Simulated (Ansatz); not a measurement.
Trial structure of Na3LiB5, not yet relaxed:

Space group P-4m2 (No. 115). a = 4.801 Å, b = 4.801 Å, c = 4.296 Å, α = 90.00°, β = 90.00°, γ = 90.00°
```csv
atom,site,symmetry,x,y,z
Na,1c,-4m2,0.5000,0.5000,0.5000
Na,2g,2mm.,0.0000,0.5000,0.1914
Li,1a,-4m2,0.0000,0.0000,0.0000
B,4k,.m.,0.1970,0.5000,0.8115
B,1d,-4m2,0.0000,0.0000,0.5000
```

Theory: DFT PBE, scalar-relativistic, plane waves, PAW (Ansatz 0.2.0). Plane waves to 420 eV, a k mesh through Γ of 4×4×4 on the computed 9-atom cell and Gaussian smearing (0.10 eV); no spin polarisation.

Formation energies are uncorrected and refer to the elements' standard structures at the same level.

**Question.** What does a single point on this coarse mesh give?

**Answer.** The pressure is 29.9 GPa (the mean over three directions, positive in compression), the largest force is 8.33 eV/Å, and the energy is +2.39 eV/atom against the elements. The shortest distance is 1.89 Å.

**Question.** Is it a good guess?

**Answer.** A poor one: relaxing gains about 1.8 eV/atom (the start's value is from the coarse mesh, so the gain is rough) in 46 ionic steps and ends at +0.55 eV/atom on the finer mesh. The symmetry stays P-4m2 (No. 115). The volume per atom grows by 50.3 %, from 11.0 to 16.5 Å³. The shortest distance goes from 1.89 Å (Na–B) to 1.67 Å (B–B). The ratio c/a of the conventional cell changes by a factor of 2.76. Conventional cell: a = 3.922 Å, c = 9.677 Å. Na on a site of symmetry -4m2 is surrounded by 4 B at 2.77 Å and 4 Na at 3.13 Å; Li has 8 B at 2.17 Å and 4 Na at 3.09 Å; B on a site of symmetry m is surrounded by 3 B at 1.67–1.73 Å, 2 Li at 2.17 Å, 1 B at 2.19 Å, 1 Na at 2.84 Å and 2 Na at 3.06 Å; 2 more sites not described.

The last run used a 10×10×4 mesh (in the run's order of axes) for its 9-atom cell and Gaussian smearing of 0.10 eV. The cell is a metal run without spin; a magnetic state may lie lower. The relaxation can't lower the symmetry of the start, and the grade says only how near the guess is to its own end. A structure relaxed within its symmetry needn't be a true minimum.
